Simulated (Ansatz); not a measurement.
## Ansatz run, Ba2YReBr6

Input file of Ansatz 0.2.0:

```yaml
crystal:
  lattice:
    - [0.0, 5.133527, 5.133527]
    - [5.133527, 0.0, 5.133527]
    - [5.133527, 5.133527, 0.0]
  atoms:
    - { symbol: Ba, position: [0.25, 0.25, 0.25] }
    - { symbol: Ba, position: [0.75, 0.75, 0.75] }
    - { symbol: "Y", position: [0.5, 0.5, 0.5] }
    - { symbol: Br, position: [0.75, 0.25, 0.25] }
    - { symbol: Br, position: [0.25, 0.75, 0.25] }
    - { symbol: Br, position: [0.25, 0.75, 0.75] }
    - { symbol: Br, position: [0.75, 0.25, 0.75] }
    - { symbol: Br, position: [0.25, 0.25, 0.75] }
    - { symbol: Br, position: [0.75, 0.75, 0.25] }
    - { symbol: Re, position: [0.0, 0.0, 0.0] }
  symmetry: { tolerance: 0.0003 }
kpoints:
  mp_grid: { grid: [6, 6, 6], shift: [0, 0, 0] }
  band_path:
    path:
      - [0.0, 0.0, 0.0]
      - [0.5, 0.0, 0.5]
      - [0.625, 0.25, 0.625]
      - [0.375, 0.375, 0.75]
      - [0.0, 0.0, 0.0]
      - [0.5, 0.5, 0.5]
      - [0.5, 0.25, 0.75]
      - [0.5, 0.0, 0.5]
    npoints: 8
magnetization:
  spin_polarized: false
scf:
  occupations: { method: fermi_dirac, width: 0.0351 }
  lower_state_search: "off"
  max_iter: 200
hamiltonian:
  pseudopotentials: { kind: paw }
  xc: pbe
basis:
  ecutwfc: 420
  fft_grid_basis: typed
output:
  forces: true
  stress: true
  eigenvalues: true
  bader: true
  populations: true
  elf: true
  write_potential: true
  volumetric_format: npy
  dos:
    e_range: [-12, 8]
    de: 0.05
    projected: { site_lists: { Ba: [Ba], Br: [Br], Re: [Re], "Y": ["Y"] } }
checkpoint:
  read: saved_state
```

The run starts from an earlier solution of this cell. 

Output (shortened):

```
SCF iter   1: F=—  Δρ=2.92e-3  dr2=8.22e-2
SCF iter   2: F=—  Δρ=1.28e-3  dr2=1.72e-2
SCF iter   3: F=—  Δρ=3.55e-4  dr2=2.63e-4
SCF iter   4: F=—  Δρ=8.81e-5  dr2=6.40e-5
SCF iter   5: F=—  Δρ=2.61e-5  dr2=4.28e-6
SCF iter   6: F=—  Δρ=6.74e-6  dr2=2.22e-7
SCF iter   7: F=-43322.1038 eV  Δρ=1.39e-6  dr2=7.36e-9
Free energy (F): -43322.1038 eV
Harris-Foulkes:  -43322.1038 eV  (|F-HF|=4.15e-9)
Internal energy: -43322.0600 eV  (E = F + TS)
E sigma→0 (E₀):  -43322.0819 eV
Entropy (-TS):   -0.0438 eV (-4.379 meV/atom)
Fermi energy:    11.2068 eV
--- Per-component energies (eV) ---
  E_band       = -437.6286
  E_kinetic    = 2008.2969
  E_local      = -4292.4238  (includes V_loc(G=0)·N_el)
  E_nonlocal   = 641.7126
  E_hartree    = 1475.2554
  E_xc         = -2507.6134
  E_vxc        = -1406.4990  (∫ρ·V_xc dr)
  E_paw        = -35418.4254  (= ΣΔE_a)
  E_vpaw       = -339.2251  (= ΣTr[D̂ρ^β])
  E_aug_tail   =  0.0000  (compensation charges beyond the density's cutoff)
  E_ewald      = -5228.8622
  E_smearing   = -0.0438  (= −TS)
--- Stress (GPa, compression-positive) ---
        6.9826       0.0000       0.0000
        0.0000       6.9826       0.0000
        0.0000       0.0000       6.9826
  P = ⅓ Tr σ = 6.9826 GPa (69.826 kbar)
--- Bader charges: 10 sites ---
  site symbol  charge [e]  shift [e]
     0     Ba      1.3326     0.0000
     1     Ba      1.3326     0.0000
     2      Y      1.6022     0.0005
     3     Br     -0.7900     0.0004
     4     Br     -0.7900     0.0004
     5     Br     -0.7900     0.0004
     6     Br     -0.7900     0.0004
     7     Br     -0.7900     0.0004
     8     Br     -0.7900     0.0004
     9     Re      0.4729     0.0019
```

Origin: a known structure type with other elements, at an estimated volume, so it need not be a known compound. Caveats: many states at the Fermi level without spin polarisation, so a magnetic state may lie lower; atoms or cell far from equilibrium.
